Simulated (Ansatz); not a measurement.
Mn3Sn in space group P4mm (No. 99; Mn on 2c, Mn on 1b, Sn on 1a) at seven volumes, PBE in the plane-wave PAW code Ansatz, shape and atoms relaxed at each. One row is withheld.

| V (Å³/atom) | P (GPa) |
|---|---|
| 13.385 | 12.42 |
| 13.826 | 7.37 |
| 14.268 | 3.28 |
| 14.709 | 0.00 |
| 15.150 | ? |
| 15.591 | -4.56 |
| 16.033 | -5.94 |

Fit the shown pressures and predict the withheld one.

P = (3/2)B₀(x^(7/2) − x^(5/2))[1 + (3/4)(B′ − 4)(x − 1)] with x = (V₀/V)^(2/3). Least squares on the six rows gives V₀ = 14.713 Å³/atom, B₀ = 94.9 GPa, B′ = 7.02. At V = 15.150, x = 0.9807 and P = -2.51 GPa. The run itself gave -2.60 GPa.

A made-up cell: these elements were put on the sites of a structure type; neither database checked (COD, Materials Project) lists it. COD files the formula under space group No. 194, so this cell is another polymorph or a model. Whether it is the stable phase at ambient conditions was not checked. Symmetry was held in the PBE relaxation, as lowered by the spin order; its stability against distortions is not shown here. Magnetic state: antiferromagnetic, chosen from 4 collinear starts compared on coarse meshes (ties went to the first, and starts can fall back to one state), not a proven ground state. The program gave a warning on the electronic state, which may not be the lowest. Spin–orbit coupling is left out wherever it is not named.

Potentials: the later of the program's two PAW sets.
